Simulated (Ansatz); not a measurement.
LaSi₂ (space group I4_1/amd)

Space group I4₁/amd, origin choice 1 (No. 141); a = b = 4.257 Å, c = 13.896 Å, α = β = γ = 90.00°

```
atom  site  symmetry       x       y       z
----  ----  --------  ------  ------  ------
La      4b      -4m2  0.0000  0.0000  0.5000
Si      8e      2mm.  0.0000  0.0000  0.0846
```
(The calculation used a cell of 6 atoms; values per cell refer to that cell.)

This relaxed cell (volume V₀) is scaled evenly in all directions, its shape held. The atoms relax within the cell's symmetry.

All values below come from PBEsol (plane waves to 420 eV, PAW, scalar-relativistic; Ansatz, a quantum-chemistry and plane-wave program). k mesh 15×15×15 (Γ-centred), Fermi-Dirac smearing 0.05 eV. Energies are smeared free energies. Stress and pressure are positive under compression. With the shape held, the modulus is that of even scaling; a crystal free to change shape is softer. LaSi2 is run without spin polarisation. LaSi2 was relaxed with its symmetry unable to fall. ΔE is measured from the relaxed starting cell.

The scan covers V/V₀ from 0.900 to 1.100 in 13 points.

Question: What is ΔE at V/V₀ = 1.100?

Answer: 48 meV/atom.

Question: What is ΔE at V/V₀ = 0.900?

Answer: 69 meV/atom.

(Under strain, the slope of the energy per volume gives the stress and its curvature an elastic modulus.)
